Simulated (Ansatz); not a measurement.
BiBr:
```
BiBr
1.0
    6.50287     2.10176     0.00000
   -6.50287     2.10176     0.00000
   -5.74119     0.00000    18.82729
Bi Br
8 8
Direct
  0.83293   0.16707   0.00503
  0.16707   0.83293   0.99497
  0.82779   0.17221   0.49349
  0.17221   0.82779   0.50651
  0.79922   0.20078   0.84670
  0.20078   0.79922   0.15330
  0.93341   0.06659   0.65229
  0.06659   0.93341   0.34771
  0.86104   0.13896   0.18715
  0.13896   0.86104   0.81285
  0.56614   0.43386   0.62290
  0.43386   0.56614   0.37710
  0.54152   0.45848   0.11440
  0.45848   0.54152   0.88560
  0.30658   0.69342   0.68911
  0.69342   0.30658   0.31089
```

Relaxed with LDA. Special points in fractions of this cell's reciprocal vectors: Γ (0.000, 0.000, 0.000); C (0.279, 0.279, 0.000); C2 (-0.279, 0.721, 0.000); Y2 (-0.500, 0.500, 0.000); M2 (-0.500, 0.500, 0.500); D (-0.273, 0.727, 0.500); D2 (0.273, 0.273, 0.500); A (0.000, 0.000, 0.500); L2 (0.000, 0.500, 0.500); V2 (0.000, 0.500, 0.000).

List the band energies nearest the valence-band maximum at these points for LDA in the plane-wave PAW code Ansatz.

In eV from the valence-band maximum; about four levels below and three above (degenerate sets whole), none deeper than 8.9 eV; points with the same levels are listed once.

| k | below | above |
|---|---|---|
| Γ | -0.53 -0.52 -0.47 -0.37 | 0.76 1.05 1.46 |
| C | -1.28 -1.25 -1.22 -1.01 | 1.78 2.00 2.10 |
| Y2 | -0.43 -0.39 -0.08 0.00 | 0.19 0.26 0.70 |
| M2 | -0.43 -0.39 -0.06 -0.06 | 0.29 0.30 0.57 |
| D | -1.39 -1.34 -1.07 -1.01 | 1.79 1.91 2.05 |
| A | -0.53 -0.52 -0.43 -0.39 | 0.90 0.96 1.35 |
| L2 | -1.37 -1.37 -1.02 -0.98 | 1.59 1.71 1.92 |
| V2 | -1.38 -1.27 -1.21 -0.95 | 1.54 1.85 1.88 |

Space group C2/m. The first step of the workflow began from a Materials Project structure, measured or hypothetical; the Crystallography Open Database files this formula in space group No. 12, but the cells were not matched. Its standing as an ambient phase is unchecked. Symmetry was held in the LDA relaxation; whether a distortion lowers the energy is not shown. A crystal of weakly bound chains computed without a dispersion correction: the cell and the soft elastic constants depend strongly on that. Scalar-relativistic: spin–orbit coupling is off unless named, which matters more the heavier the elements.

Potentials: the later of the program's two PAW sets.
